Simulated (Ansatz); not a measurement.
A geometry of SnO away from equilibrium: the start of the relaxation of a generated cell, SnO placed in the AFLOW prototype AB_hP4_186_b_a (B12, as in BN). The numbers are results of r2SCAN (plane waves to 500 eV, PAW, scalar-relativistic; Ansatz, a quantum-chemistry and plane-wave program), not measurements. Γ-centred k-mesh 9×9×3 on the run's cell (coarser than for final values), Fermi–Dirac smearing 0.05 eV.

```xyz
4
Lattice="3.0438 0.0000 0.0000 -1.5219 2.6360 0.0000 0.0000 0.0000 8.1248" Properties=species:S:1:pos:R:3:forces:R:3 pbc="T T T" free_energy=-13204.795 pressure_GPa=79.3
O      1.5219     0.8787     7.7185    0.0000    0.0000   -8.1859
O      0.0000     1.7573     3.6561    0.0000    0.0000   -8.1859
Sn     0.0000     0.0000     0.0000    0.0000    0.0000    8.1859
Sn     0.0000     0.0000     4.0624    0.0000    0.0000    8.1859
```

Positions in Å, forces in eV/Å, free energy of the cell in eV (comparable only within this code, potentials and settings). Largest force: 8.19 eV/Å, on O1, O2, Sn3, Sn4 (atoms numbered as listed); the geometry lies 2.14 eV/atom above the end of its relaxation.

No spin polarisation in the result. Without a van der Waals term the distances between weakly bound units are poorly fixed.

The run could not lose the symmetry of its start; a randomly shaken copy of 8 atoms returns to this structure.

The end of the path is a generated cell of SnO: the first start was made by placing the elements on the sites of a structure type, and the end was not matched to a known phase here, so it may be hypothetical. Known forms of SnO include space group No. 129.
